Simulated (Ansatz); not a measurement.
SiS₂:
```cif
data_S4Si2
_chemical_formula_sum 'Si2 S4'
_space_group_name_H-M_alt 'P 1'
_space_group_IT_number 1
_cell_length_a 5.85946
_cell_length_b 5.85946
_cell_length_c 5.85946
_cell_angle_alpha 123.413
_cell_angle_beta 123.413
_cell_angle_gamma 84.184
loop_
_space_group_symop_operation_xyz
  'x, y, z'
loop_
_atom_site_label
_atom_site_type_symbol
_atom_site_fract_x
_atom_site_fract_y
_atom_site_fract_z
_atom_site_occupancy
Si1 Si 0.75000 0.25000 0.50000 1
Si2 Si 0.00000 0.00000 0.00000 1
S1 S 0.09261 0.12500 0.46761 1
S2 S 0.87500 0.34261 0.96761 1
S3 S 0.65739 0.62500 0.53239 1
S4 S 0.37500 0.90739 0.03239 1
```

Relaxed with r²SCAN.

Task: Which orbitals make up the states near the band edges in the program Ansatz at the r²SCAN level (PAW)?

Result: Top 1 eV of the valence band: S 3p 94 %. Bottom 1 eV of the conduction band: S 3p 30 %, Si 3p 28 %, Si 3s 19 %, S 3s 7 %, outside the projected shells 16 %. Projections are on Löwdin-orthogonalised atomic valence shells; empty p or d shells of many metals are not among them.

Task: Tabulate the density of states.

Result: States/eV per cell of 6 atoms, in 0.25 eV bins, energy from the valence-band maximum.

| E (eV) | total | S 3p | Si 3p | Si 3s |
|---|---|---|---|---|
| -7.86 | 1.70 | 0.75 | 0.12 | 0.63 |
| -7.61 | 2.07 | 0.93 | 0.18 | 0.69 |
| -7.36 | 1.68 | 0.76 | 0.17 | 0.51 |
| -7.11 | 0.89 | 0.41 | 0.09 | 0.25 |
| -6.86 | 0.51 | 0.24 | 0.07 | 0.12 |
| -6.61 | 0.91 | 0.43 | 0.14 | 0.20 |
| -6.36 | 1.43 | 0.69 | 0.21 | 0.29 |
| -6.11 | 1.73 | 0.84 | 0.28 | 0.32 |
| -5.86 | 1.90 | 0.95 | 0.33 | 0.31 |
| -5.61 | 1.16 | 0.60 | 0.24 | 0.15 |
| -5.36 | 0.42 | 0.23 | 0.11 | 0.04 |
| -5.11 | 0.22 | 0.13 | 0.07 | 0.01 |
| -4.86 | 2.07 | 1.24 | 0.73 | 0.02 |
| -4.61 | 3.72 | 2.28 | 1.22 | 0.04 |
| -4.36 | 3.52 | 2.21 | 1.11 | 0.03 |
| -4.11 | 5.44 | 3.51 | 1.63 | 0.05 |
| -3.86 | 1.23 | 0.80 | 0.35 | 0.01 |
| -3.61 | 0.14 | 0.09 | 0.02 | 0.01 |
| -3.36 | 1.80 | 1.25 | 0.33 | 0.03 |
| -3.11 | 3.72 | 2.68 | 0.60 | 0.06 |
| -2.86 | 5.35 | 3.94 | 0.76 | 0.09 |
| -2.61 | 4.50 | 3.39 | 0.68 | 0.04 |
| -2.36 | 1.14 | 0.91 | 0.13 | 0.01 |
| -2.11 | 6.66 | 5.35 | 0.68 | 0.08 |
| -1.86 | 5.61 | 4.51 | 0.60 | 0.05 |
| -1.61 | 3.49 | 2.94 | 0.30 | 0.02 |
| -1.36 | 3.30 | 2.87 | 0.23 | 0.01 |
| -1.11 | 3.12 | 2.84 | 0.12 | 0.01 |
| -0.86 | 6.52 | 6.06 | 0.16 | 0.03 |
| -0.61 | 4.85 | 4.56 | 0.09 | 0.01 |
| -0.36 | 10.17 | 9.58 | 0.20 | 0.03 |
| -0.11 | 3.58 | 3.43 | 0.05 | 0.00 |
| 0.14 | 0.00 | 0.00 | 0.00 | 0.00 |
| 0.39 | 0.00 | 0.00 | 0.00 | 0.00 |
| 0.64 | 0.00 | 0.00 | 0.00 | 0.00 |
| 0.89 | 0.00 | 0.00 | 0.00 | 0.00 |
| 1.14 | 0.00 | 0.00 | 0.00 | 0.00 |
| 1.39 | 0.00 | 0.00 | 0.00 | 0.00 |
| 1.64 | 0.00 | 0.00 | 0.00 | 0.00 |
| 1.89 | 0.00 | 0.00 | 0.00 | 0.00 |
| 2.14 | 0.00 | 0.00 | 0.00 | 0.00 |
| 2.39 | 0.00 | 0.00 | 0.00 | 0.00 |
| 2.64 | 0.00 | 0.00 | 0.00 | 0.00 |
| 2.89 | 0.00 | 0.00 | 0.00 | 0.00 |
| 3.14 | 0.00 | 0.00 | 0.00 | 0.00 |
| 3.39 | 0.00 | 0.00 | 0.00 | 0.00 |
| 3.64 | 0.13 | 0.03 | 0.06 | 0.01 |
| 3.89 | 1.47 | 0.39 | 0.48 | 0.24 |
| 4.14 | 5.41 | 1.57 | 1.56 | 1.01 |
| 4.39 | 5.29 | 1.66 | 1.36 | 1.11 |
| 4.64 | 4.20 | 1.32 | 1.06 | 0.86 |
| 4.89 | 5.29 | 1.59 | 1.53 | 0.90 |
| 5.14 | 4.28 | 1.23 | 1.57 | 0.46 |
| 5.39 | 3.39 | 0.85 | 1.44 | 0.13 |
| 5.64 | 3.20 | 0.77 | 1.29 | 0.12 |
| 5.89 | 2.95 | 0.67 | 1.24 | 0.12 |
| 6.14 | 3.39 | 0.77 | 1.35 | 0.13 |
| 6.39 | 3.49 | 0.81 | 1.35 | 0.13 |
| 6.64 | 3.01 | 0.75 | 1.28 | 0.08 |
| 6.89 | 3.51 | 0.87 | 1.29 | 0.12 |
| 7.14 | 2.97 | 0.70 | 0.85 | 0.16 |
| 7.39 | 2.97 | 0.53 | 0.70 | 0.08 |
| 7.64 | 2.53 | 0.41 | 0.54 | 0.06 |
| 7.89 | 3.69 | 0.58 | 0.85 | 0.09 |
| 8.14 | 2.80 | 0.37 | 0.51 | 0.06 |
| 8.39 | 2.67 | 0.30 | 0.41 | 0.04 |

Space group I-42d. The workflow started from a Materials Project entry (that database holds measured and hypothetical structures alike); the Crystallography Open Database files this formula in space group No. 122, but the cells were not matched. Its standing as an ambient phase is unchecked. The cell was relaxed with r²SCAN under the symmetry of its start; whether a distortion lowers the energy is not shown.

Potentials: the later of the program's two PAW sets.
